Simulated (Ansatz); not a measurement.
Relaxed Ti (hcp, Mg type):

```
Ti
1.0
    2.93588     0.00000     0.00000
   -1.46794     2.54255     0.00000
    0.00000     0.00000     4.63656
Ti
2
Direct
  0.33333   0.66667   0.75000
  0.66667   0.33333   0.25000
```

Scan: atom 2 (Ti, nearest neighbour Ti at 2.872 Å; its periodic images, 2.9 Å or more away, move with it) is displaced along Cartesian x, direction (1.000, 0.000, 0.000) in Cartesian axes, by s. The other atoms stay.

These are r2SCAN (plane waves to 500 eV, PAW, scalar-relativistic; Ansatz, a program for electronic structure) values and carry that method's errors. k mesh 15×15×8 (Γ-centred), Fermi-Dirac smearing 0.05 eV. With partly filled bands, energies and forces of such displacements shift with the k mesh and the smearing. F∥ is the force on the atom along that direction. Ti is run without spin polarisation. Ti was relaxed with its symmetry unable to fall. 

| s (Å) | F∥ (eV/Å) |
|---|---|
| -0.860 | 0.449 |
| -0.688 | 0.525 |
| -0.516 | 0.498 |
| -0.344 | 0.453 |
| -0.172 | 0.305 |
| 0.000 | 0.000 |
| 0.172 | -0.305 |
| 0.344 | -0.453 |
| 0.516 | -0.498 |
| 0.688 | -0.525 |
| 0.860 | -0.449 |

Q: What is the force constant k = d²E/ds² of this move at s = 0?

A: 1.93 eV/Å². The forces along the line at the two nearest points give (0.305 − (-0.305)) / (2·0.172) = 1.77 eV/Å²; the next pair corrects for the finite step.

(For displaced atoms, the force is minus the slope of the energy, and its curvature is a force constant, which sets phonon frequencies.)
